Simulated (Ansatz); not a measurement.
The elements of this relaxed trial crystal are hidden behind letters.

```
lattice vectors (Å)
  -2.1286    2.1286    9.0601
   2.1286   -2.1286    9.0601
   2.1286    2.1286   -9.0601
fractional positions
X 0.2500 0.7500 0.5000
Z 0.5875 0.0875 0.5000
Z 0.9125 0.4125 0.5000
Q 0.0000 0.0000 0.0000
Q 0.6760 0.6760 0.0000
Q 0.3240 0.3240 0.0000
```

The calculation used Ansatz, DFT PBE, scalar-relativistic, plane waves, PAW. Cutoff 420 eV, Γ-centred 12×12×12 mesh (6-atom cell), Gaussian smearing of 0.01 eV, no spin polarisation.

* Space group: I-4m2 (No. 119)
* Conventional cell: a = 4.257 Å, c = 18.120 Å
* Volume per atom: 27.37 Å³
* Density: 4.87 g/cm³
* Energy over the elements: −0.310 eV/atom
* Gap on the 12×12×12 mesh of the 6-atom cell: 0.11 eV

Energies are uncorrected and count from the elements' standard states at the same level.

Task: X is a p-block element of period 3, Z is a p-block element of period 5 and Q is a p-block element of period 4. Which elements are they?

Result: X = Al, Z = In, Q = As, so the formula is AlIn2As3. Density times volume gives a mean mass of 4.87 × 27.37/1.6605 = 80.3 u per atom, and this set has 80.2 u. Al is surrounded by 4 As at 2.52 Å; around In lie 4 As at 2.65–2.66 Å; around As on a site of symmetry -4m2 lie 4 In at 2.65 Å; 1 more site not described. Other sets within the hints have nearly the same mass, so mass alone doesn't settle it; this one was computed.

Kohn–Sham gaps at this level usually fall short of measured ones. Symmetry constrained the relaxation, so the result can be a saddle point.
